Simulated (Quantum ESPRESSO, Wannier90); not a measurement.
# Wannier functions of BaTiO3 (Amm2)

```
BaTiO3
1.0
    3.98333     0.00000     0.00000
    0.00000     2.86259     2.87534
    0.00000    -2.86259     2.87534
Ba Ti O
1 1 3
Cartesian
  0.00000   0.00000   0.01961
  1.99166   0.00000  -2.76895
  1.99166  -1.46828   1.35078
  1.99166   1.46828   1.35078
  0.00000   0.00000   2.80748
```

Materials Project entry mp-5777; symmetrised, unrelaxed at this level. COD (Crystallography Open Database) has the formula in 5 space groups, this one among them (matched by group alone). Level: LDA, no spin polarisation, no spin-orbit coupling; pw.x of Quantum ESPRESSO at 68 Ry with PseudoDojo potentials, 6×6×6 k-points, Wannier90. Density: 8×8×8 mesh, cold smearing 0.01 Ry. Spin-orbit coupling is left out although heavy elements are present.

Functional, cutoff and mesh named above are those of the base row (1); the first column says what each row takes instead. Model: 12 functions from bands 6-8,12-20, start SCDM (isolated) (the valence bands). Energies are relative to the valence-band maximum; the misfit is to pw.x on a path, for all bands of the set. The lattice is scaled uniformly, fractional positions fixed. Ω_total can sit in another minimum from row to row; Ω_I of an isolated set cannot. A star marks runs that hit the step limit.

```tsv
scale	Ω_I (Å²)	Ω_total (Å²)	rms misfit (meV)	gap (eV)	bottom of band 6 (eV)
0.97	13.67	14.95*	1.1	2.34	-17.02
0.99	13.21	14.52*	1.0	2.20	-16.78
1	13.02	14.37	1.0	2.13	-16.67
1.01	12.87	14.21	0.9	2.06	-16.56
1.03	12.63	14.00*	0.8	1.93	-16.36
```
